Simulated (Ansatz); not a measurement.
## B₃H₄NO₅ — 14N nuclear quadrupole resonance

Cell: a Materials Project structure (computed, not necessarily an observed phase).

```cif
data_B3H4NO5
_symmetry_space_group_name_H-M 'C2/c'
_symmetry_Int_Tables_number 15
_cell_length_a 9.7637
_cell_length_b 8.8066
_cell_length_c 9.2353
_cell_angle_alpha 90.000
_cell_angle_beta 103.510
_cell_angle_gamma 90.000
loop_
_atom_site_label
_atom_site_type_symbol
_atom_site_symmetry_multiplicity
_atom_site_Wyckoff_symbol
_atom_site_fract_x
_atom_site_fract_y
_atom_site_fract_z
B1 B 8 f 0.7959 0.0018 0.2673
B5 B 8 f 0.6769 0.2453 0.3188
B9 B 8 f 0.0731 0.9599 0.4331
H13 H 8 f 0.3925 0.7531 0.1092
H17 H 8 f 0.4939 0.8153 0.9979
H21 H 8 f 0.4402 0.9362 0.1226
H25 H 8 f 0.3240 0.8769 0.9749
N N 8 f 0.4158 0.8465 0.0511
O33 O 8 f 0.9179 0.0087 0.4037
O37 O 8 f 0.8437 0.0551 0.1372
O41 O 8 f 0.2502 0.8437 0.2523
O45 O 8 f 0.6826 0.0916 0.3007
O49 O 8 f 0.5893 0.2999 0.4053
```

One atom of each set is listed; the run and its k-mesh use a cell of 52 atoms with edges of 6.57, 6.57, 9.24 Å.

Computed with Ansatz: DFT, r2SCAN, plane waves and PAW, scalar-relativistic, 500 eV cutoff, Γ-centred 4×4×3 k-points, Fermi–Dirac smearing 0.02 eV.

14N: I = 1, Q = 20.44 mb (year-2017 value). Static lattice, zero field.

(1) At which frequencies do the 14N NQR lines lie?

Results:

(1) For I = 1 the lines are ν± = (3/4)|C_Q|(1 ± η/3) and ν₀ = |C_Q|η/2.

| site | atoms | V_zz (10²¹ V/m²) | C_Q (MHz) | η | line frequencies (MHz) |
| --- | --- | --- | --- | --- | --- |
| N | 4 | 0.98 | 0.484 | 0.51 | 0.123, 0.302, 0.424 |

Hardware: 1 thread of Arm Neoverse V1 (aarch64; 8 cores open to the job, memory cap 3.0 GiB, no GPU), a shared host with a load of 0.8 a core. Wall time 4.4 min, CPU time 4.5 min, peak memory 1.9 GiB.
